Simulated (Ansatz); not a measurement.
How far is PAW off for NbP?

```
Nb P
1.0
    -1.67492    1.67492    5.74011
     1.67492   -1.67492    5.74011
     1.67492    1.67492   -5.74011
Nb P
2 2
Direct
  0.49988 0.49988 0.00000
  0.24988 0.74988 0.50000
  0.08275 0.08275 0.00000
  0.83275 0.33275 0.50000
```

Atom numbers follow the list: Nb1, Nb2, P3, P4.

Structure from Materials Project entry mp-9339 (possibly hypothetical), not relaxed further.

Levels of theory: DFT, LDA, PAW with Ansatz's default frozen-core files, scalar-relativistic (Ansatz 0.2.0); DFT, LDA, all-electron PAW with datasets made for the crystal, scalar-relativistic (Ansatz 0.2.0); DFT, LDA, all-electron LAPW, scalar-relativistic (Ansatz 0.2.0).

For PAW: a Γ-centred 14×14×14 k mesh, Fermi–Dirac smearing of 0.03 eV, cutoff 420 eV, no spin polarisation; the PAW files were made with PBE, and the program remakes their frozen cores for this functional. The crystal-made all-electron datasets (AE datasets) take a cutoff of 240 eV at this cell. LAPW targets a basis error of 1 meV/atom. The Ansatz runs share mesh, smearing and spin set-up. Plane-wave (PAW) pressures include the program's estimate of the Pulay term.

Stress and pressure are positive in compression.

Spin–orbit coupling is left out, which moves gradients at and beside heavy atoms by some per cent and at worst by a factor of two.

In a metal, gradients converge slowly with the k mesh: the values move by tens of per cent from one mesh to another, at times in sign, so only the comparison on one mesh counts.

Levels count from the Fermi level.

```
                             quantity     PAW  AE datasets    LAPW
                       pressure (GPa)   -9.37        -9.35   -9.35
                      stress xx (GPa)   -9.46        -9.44   -9.44
                      stress zz (GPa)   -9.18        -9.17   -9.16
               force on Nb1, z (eV/Å)   0.013        0.013   0.013
                force on P3, z (eV/Å)  -0.013       -0.013  -0.013
      highest filled level at S0 (eV)  -0.154       -0.154  -0.154
        lowest empty level at S0 (eV)   0.129        0.129   0.129
       highest filled level at M (eV)  -0.491       -0.491  -0.491
         lowest empty level at M (eV)   1.181        1.183   1.183
       highest filled level at N (eV)  -0.119       -0.120  -0.120
         lowest empty level at N (eV)   0.066        0.066   0.066
field gradient Vzz at Nb1 (10²¹ V/m²)   -2.05        -2.05       –
 field gradient Vzz at P3 (10²¹ V/m²)    1.19         1.19       –
```

PAW's pressure differs from the LAPW value by -0.02 GPa.
